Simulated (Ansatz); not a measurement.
CsBr (CsCl type, Pm-3m), a = b = c = 4.2421 Å, α = β = γ = 90.00°.

Relaxed with PBEsol. The program Ansatz at the PBEsol level (PAW) gives a gap of 4.45 eV.

### Question
What gap does HSE06 give on the same cell (Ansatz, PAW)?

### Answer
5.83 eV, 1.39 eV more. The hybrid was solved on a coarser mesh and at special points; its gap is the smallest among all of these.

| k | v1 PBEsol | c1 PBEsol | v1 HSE06 | c1 HSE06 |
|---|---|---|---|---|
| Γ | 0.00 | 4.45 | 0.00 | 5.83 |
| R | -1.29 | 8.41 | ? | ? |
| M | -0.02 | 5.16 | ? | ? |
| X | -0.24 | 5.84 | ? | ? |

### Question
Top valence (v1) and lowest conduction level (c1) in eV from each method's valence maximum (which need not be a listed point): supply the withheld HSE06 values.

### Answer

- R, v1 HSE06: -1.33
- R, c1 HSE06: 9.84
- X, v1 HSE06: -0.25
- X, c1 HSE06: 7.15
- M, v1 HSE06: -0.02
- M, c1 HSE06: 6.45

Cost on shared cores: the PBEsol run (SCF on a 7×7×7 mesh, then bands and DOS) roughly 17 core-seconds, the HSE06 run (SCF on 5×5×5, then a few points) roughly 2.2 core-minutes; the tasks are unlike.

The PBEsol relaxation kept the symmetry of its start. Spin–orbit coupling is left out wherever it is not named.

Potentials: the later of the program's two PAW sets.
